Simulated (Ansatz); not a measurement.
Q: VBiO4 in space group I4_1/a (No. 88; Bi on 4a, V on 4b, O on 16f) is relaxed with PBE (plane waves, PAW; program Ansatz). What lattice parameters of the conventional cell result?

A: a = 5.166 Å, c = 11.779 Å.

Q: Give the free coordinates with the occupied sites.

A: In one choice of origin and axes:

| atom | site | symmetry | x | y | z |
|---|---|---|---|---|---|
| Bi | 4a | -4.. | 0.0000 | 0.0000 | 0.0000 |
| V | 4b | -4.. | 0.0000 | 0.0000 | 0.5000 |
| O | 16f | 1 | 0.2509 | 0.1384 | 0.1719 |

Q: Is it a metal or does it have a gap at this level?

A: A gap of 2.20 eV, indirect.

The measured cell (COD 9012062, doi:10.1016/0025-5408(72)90227-9; 566 K, pressure taken as ambient) has 12.94 Å³ per atom; the computed volume differs by 1.2 %, which includes thermal expansion and zero-point motion.

Symmetry was held in the PBE relaxation. The workflow began spin-polarised and lost its moments. No Hubbard U is applied. Spin–orbit coupling is left out wherever it is not named.

Potentials: the later of the program's two PAW sets.
